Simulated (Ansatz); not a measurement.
An ordered 4-atom cell of KRbBr2 on the rocksalt lattice (R-3m), relaxed with r2SCAN, was run in Ansatz 0.2.0 under altered settings. All numbers are computed, without spin polarisation but where a row says otherwise.

```xyz
4
Lattice="2.3891 1.3793 7.8218 -2.3891 1.3793 7.8218 0.0000 -2.7586 7.8218" Properties=species:S:1:pos:R:3 pbc="T T T"
K     2.3891    1.3793    7.8218
Rb    0.0000    0.0000   11.7327
Br    0.0000    0.0000    5.9655
Br    0.0000    0.0000   17.4999
```

The base run's other keys:
```yaml
kpoints:
  mp_grid: { grid: [4, 4, 4] }
hamiltonian:
  xc: hse06
scf:
  occupations: { method: fixed }
  n_extra_bands: 5
```

It takes 13 iterations with 2961 plane waves at 420 eV and 13 k points, and leaves a mean stress of +0.36 GPa. The gap over this mesh is 5.497 eV.

Outcomes, with energy and stress as changes against the base:

| setting | outcome | ΔF (meV/atom) | Δ mean stress (GPa) | gap on the mesh (eV) | iterations |
| --- | --- | --- | --- | --- | --- |
| PBE hybrid, exx coeff -0.2, omega 0.1 1/Å | refused | – | – | – | – |
| PBE hybrid, exx coeff 0.3, omega 0.1 1/Å | converged | – | -0.1 | 6.145 | 13 |
| scf.n_extra_bands: 0 | converged | 0.0 | 0.0 | 5.497 | 13 |
| basis.ecutwfc: 80 | converged, warned | +21708 | -0.8 | 6.166 | 13 |

A dash marks a value that wasn't obtained or can't be compared. Stress is positive in compression.

- PBE hybrid, exx coeff -0.2, omega 0.1 1/Å. The program doesn't start. Error: invalid value for `hamiltonian.xc.exx.coeff`: must be finite and in (0, 1]; got -0.2
- PBE hybrid, exx coeff 0.3, omega 0.1 1/Å. That is 30 % exact exchange, screened with ω = 0.1 1/Å, against HSE06's 25 % screened at 0.208 1/Å. The mean stress moves by -0.1 GPa and the gap on the mesh by +0.649 eV (to 6.145). Totals of different functionals aren't comparable. The program warns that on this mesh the truncation of the exchange isn't bounded, so part of the change can be an error of the mesh.
- basis.ecutwfc: 80. 257 plane waves in place of 2961. The free energy moves by +21708 meV an atom, the mean stress by -0.8 GPa and the gap on the mesh by +0.669 eV (to 6.166). The basis is too small: these are errors of the cutoff. Warned: cutoff below recommended.

Within 1 meV an atom, 0.1 GPa and 0.005 eV of the base stay: scf.n_extra_bands: 0.

The runs are scalar-relativistic, without spin-orbit coupling.

The stress of a hybrid is loosely converged in these runs.
